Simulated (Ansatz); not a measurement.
Input and command of a calculation in Ansatz (plane waves; scalar-relativistic PAW potentials unless the input names others):

```yaml
crystal:
  lattice:
    - [-2.691212725, 2.691212725, 2.691212725]
    - [2.691212725, -2.691212725, 2.691212725]
    - [2.691212725, 2.691212725, -2.691212725]
  atoms:
    - { symbol: Rb, position: [0.0, 0.0, 0.0] }
basis:
  ecutwfc: 420
kpoints:
  mp_grid: { grid: [10, 10, 10] }
hamiltonian:
  xc: lda
scf:
  occupations: { method: gaussian, width: 0.1 }
  max_iter: 100
output:
  forces: true
  Eigenvalues: true
  stress: true
```

```bash
ansatz run input.yaml --threads 1 --pin off --max-ram 2560MiB --backend cpu --events-out ev --progress --plain --runs-dir out
```

What is wrong with this input?

The program refuses it, because of a misspelt key (the key output.eigenvalues typed as Eigenvalues). With the key spelt rightly it is accepted.

Abridged log:
```
Error: YAML parse error: error: line 19 column 3: unknown field `Eigenvalues`, expected one of write_density, write_potential, write_potential_components, volumetric_format, write_bands, fatbands, populations, hubbard, elf, band_densities, bader, dos, optics, efg, charged_corrections, wannier, polarization, topological_invariants, transmission, current_voltage, crpa, pair_interaction, rpa_energy, embedding, core_levels, xc_energy_on_converged_density, boltztrap, local_orbitals, orbitals, eigenstates, states_by_energy, atomic_orbital_hamiltonian, active_space, given_orbital_levels, support_matr ...
  --> <input>:19:3
   |
17 | output:
18 |   forces: true
19 |   Eigenvalues: true
   |   ^ unknown field `Eigenvalues`, expected one of write_density, write_potential, write_potential_components, volumetric_format, write_bands, fatbands, populations, hubbard, elf, band_densities, bader, dos, optics, efg, charged_corrections, wannier, polarization, topological_invariants, transmission, current_voltage, crpa, pair_interaction, rpa_energy, embedding, core_levels, xc_energy_on_converged_density, boltztrap, local_orbitals, orbitals, eigenstates, states_by_energy, atomic_orbital_hamiltonian, active_space, given_orbital_levels, support_matrices, forces, stress, cutoff_correction,  ...
20 |   stress: true
   |
```